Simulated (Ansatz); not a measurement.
La2O3:
```cif
data_La2O3
_chemical_formula_sum 'La2 O3'
_space_group_name_H-M_alt 'P 1'
_space_group_IT_number 1
_cell_length_a 3.93521
_cell_length_b 3.93521
_cell_length_c 6.12641
_cell_angle_alpha 90.000
_cell_angle_beta 90.000
_cell_angle_gamma 120.000
loop_
_space_group_symop_operation_xyz
  'x, y, z'
loop_
_atom_site_label
_atom_site_type_symbol
_atom_site_fract_x
_atom_site_fract_y
_atom_site_fract_z
_atom_site_occupancy
La1 La 0.33333 0.66667 0.24613 1
La2 La 0.66667 0.33333 0.75387 1
O1 O 0.00000 0.00000 0.00000 1
O2 O 0.33333 0.66667 0.64612 1
O3 O 0.66667 0.33333 0.35388 1
```

Relaxed with r²SCAN.

Task: Decompose the optical modes at the zone centre into irreducible representations, and say which are infrared and Raman allowed.

Result: Point group -3m: Γ_opt = 2A1g + 2A2u + 2Eg + 2Eu. Infrared: A2u, Eu. Raman: A1g, Eg.

Task: Assign frequencies (DFPT, plane-wave PAW r²SCAN (Ansatz code); without the LO–TO term).

Result: Eg 102, Eu 186, A1g 189, A2u 190, Eu 358, Eg 391, A1g 392, A2u 441 cm⁻¹.

Space group P-3m1 (La2O3 or Ni2Al3 type). Symmetry was held in the r²SCAN relaxation; phonons on a q-mesh show no instability. Scalar-relativistic: spin–orbit coupling is off unless named, which matters more the heavier the elements.

Potentials: the later of the program's two PAW sets.
